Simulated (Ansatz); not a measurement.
The cell is a database entry far from equilibrium at this level of theory, probably a faulty or high-pressure entry; it serves as a test geometry alone. The listed cell was then made from it by scaling, straining or moving an atom.

An input for Re: DFT, PBEsol, all-electron LAPW, scalar-relativistic (Ansatz 0.2.0).

Command: `ansatz run input.yaml --threads 1 --pin off --max-ram 3072MiB --backend cpu --events-out ev --progress --plain --runs-dir out` The run took 100 s on 1 thread of Intel(R) Xeon(R) Platinum 8375C CPU @ 2.90GHz (Ice Lake) (shared host), peak memory 1.1 GiB.

```yaml
crystal:
  lattice:
    - [2.6371536987, 0.0, 0.0]
    - [-1.3185768494, 2.2838420967, 0.0]
    - [0.0, 0.0, 4.2167694387]
  atoms:
    - { symbol: Re, position: [0.3333333333, 0.6666666667, 0.25] }
    - { symbol: Re, position: [0.6666666667, 0.3333333333, 0.75] }
kpoints:
  mp_grid: { grid: [18, 18, 10] }
  band_path:
    path:
      - [0.0, 0.0, 0.0]
      - [0.5, 0.0, 0.0]
      - [0.3333333333, 0.3333333333, 0.0]
      - [0.0, 0.0, 0.0]
      - [0.0, 0.0, 0.5]
      - [0.5, 0.0, 0.5]
      - [0.3333333333, 0.3333333333, 0.5]
      - [0.0, 0.0, 0.5]
      - [0.5, 0.0, 0.5]
    npoints: 5
scf:
  occupations: { method: fermi_dirac, width: 0.05 }
hamiltonian:
  xc: pbesol
  pseudopotentials: { kind: all_electron, lapw: { basis_error: 0.00025 } }
output:
  forces: true
  stress: true
  eigenvalues: true
```

Set-up and iterations as logged by Ansatz (the results part is left out, to be predicted):

```
LAPW: plane waves up to 9.903 Å⁻¹, error target 2.5e-4 eV per atom; small_component_spin mean_spin; Re in spheres of 1.300 Å, 45 of its electrons in bands, Dirac shells []
Engine: ansatz 0.2.0
Pseudopotentials: kind: all_electron
Pseudopotential: Re, LAPW, valence charge 45, Koelling and Harmon's equation, gaussian nucleus
Functional definition: PBEsol
  exchange = pbesol_x
  correlation = pbesol_c
Crystal: 2 atoms, lattice volume = 25.397 Å³
Basis set: ecut = 373.67927862656774 eV, 391 PW (Γ), exchange–correlation at level 2
Bands: 54, of which v1, the nominal top of the filled ones, is band 45 counted from 1 (44 counted from 0)
Symmetry: 24 space group operations
Space group: P63/mmc (ITA 194), of the structure as read, at distance tolerance 2.9e-5 Å
k-points: 222 of 3240
Non-local potential: Re, projectors of the file, none
Initial density: superposition of atomic densities (chi_scale 0.1, normalization cell)
Initial wavefunctions: plane waves of lowest kinetic energy (no species holds an atomic orbital)
Functional: x = pbesol(κ = 0.804, μ = 0.12345679012345678), c = pbesol(β = 0.046)
iter 1 solved again at ethr=1.12e-4 eV; its pass at ethr=1.00e-1 eV (dr2=1.01e-1 eV) is discarded
SCF iter   1: F=—  HF=-908043.888857 eV  |F-HF|=—  |Δ(HF+E_count)|=         —  Δρ=3.11e-2  dr2=1.01e-1  ethr=1.12e-4  ⟨swp⟩=3.0  Hψ=74288  notcnv=0
SCF iter   2: F=—  HF=-908043.600603 eV  |F-HF|=—  |Δ(HF+E_count)|=   2.88e-1  Δρ=1.46e-2  dr2=2.85e-2  ethr=1.12e-4  ⟨swp⟩=2.0  Hψ=37082  notcnv=0  defer=1
SCF iter   3: F=—  HF=-908043.579807 eV  |F-HF|=—  |Δ(HF+E_count)|=   2.08e-2  Δρ=9.31e-3  dr2=1.35e-2  ethr=3.17e-5  ⟨swp⟩=2.0  Hψ=35163  notcnv=0
SCF iter   4: F=—  HF=-908043.576238 eV  |F-HF|=—  |Δ(HF+E_count)|=   3.57e-3  Δρ=4.98e-3  dr2=4.67e-3  ethr=1.50e-5  ⟨swp⟩=2.0  Hψ=35162  notcnv=0
iter 5 solved again at ethr=3.10e-7 eV; its pass at ethr=5.19e-6 eV (dr2=2.79e-4 eV) is discarded
SCF iter   5: F=—  HF=-908043.575990 eV  |F-HF|=—  |Δ(HF+E_count)|=   2.48e-4  Δρ=1.13e-3  dr2=2.79e-4  ethr=3.10e-7  ⟨swp⟩=2.0  Hψ=59668  notcnv=0
SCF iter   6: F=—  HF=-908043.575994 eV  |F-HF|=—  |Δ(HF+E_count)|=   3.96e-6  Δρ=2.80e-4  dr2=1.45e-5  ethr=3.10e-7  ⟨swp⟩=2.0  Hψ=35162  notcnv=0
SCF iter   7: F=—  HF=-908043.575993 eV  |F-HF|=—  |Δ(HF+E_count)|=   1.35e-6  Δρ=6.72e-5  dr2=1.16e-6  ethr=1.61e-8  ⟨swp⟩=2.0  Hψ=35162  notcnv=0
SCF iter   8: F=-908043.575992 eV  HF=-908043.575992 eV  |F-HF|=2.51e-8  |Δ(HF+E_count)|=   2.71e-7  Δρ=1.72e-5  dr2=6.01e-8  ethr=1.29e-9  ⟨swp⟩=2.0  Hψ=35162  notcnv=0
```

Task: What pressure will this run report?

Result: 71.6 GPa (positive in compression).

Task: Is there a band gap?

Result: none: bands cross the Fermi level, a metal.
